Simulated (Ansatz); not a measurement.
Structure optimisation: mercury, A15

Level of theory: DFT, PBEsol, plane waves (420 eV) with PAW, scalar-relativistic (Ansatz 0.2.0). (PAW data from PBE, frozen cores regenerated.)

k-point mesh 5×5×5, Fermi-Dirac smearing 0.1 eV, no spin polarisation. Cell and atoms relax.

Starting structure:

```cif
data_structure
_symmetry_space_group_name_H-M 'P 1'
_symmetry_Int_Tables_number 1
_cell_length_a 5.6937
_cell_length_b 5.6937
_cell_length_c 5.6937
_cell_angle_alpha 90.000
_cell_angle_beta 90.000
_cell_angle_gamma 90.000
_cell_volume 184.58
loop_
_atom_site_label
_atom_site_type_symbol
_atom_site_fract_x
_atom_site_fract_y
_atom_site_fract_z
_atom_site_occupancy
Hg1 Hg 0.00000 0.00000 0.00000 1
Hg2 Hg 0.50000 0.50000 0.50000 1
Hg3 Hg 0.25000 0.00000 0.50000 1
Hg4 Hg 0.75000 0.00000 0.50000 1
Hg5 Hg 0.50000 0.25000 0.00000 1
Hg6 Hg 0.50000 0.75000 0.00000 1
Hg7 Hg 0.00000 0.50000 0.25000 1
Hg8 Hg 0.00000 0.50000 0.75000 1
```

Question: What cell does the relaxation end in?

Answer: Pm-3n with a = 5.781 Å; 24.15 Å³ per atom against 23.07 at the start (4.7 %).

Question: How much energy does the relaxation gain?

Answer: 5.1 meV per atom.

Path of the relaxation (the plane waves are chosen anew near the end, which can shift the energy a little):

```csv
step,E − E(final) (meV/atom),V (Å³/atom),P (GPa),max force (eV/Å)
0,5.11,23.073,1.63,0.000
1,0.24,24.088,0.09,0.000
2,0.24,24.149,0.01,0.000
3,0.00,24.149,0.01,0.000
```
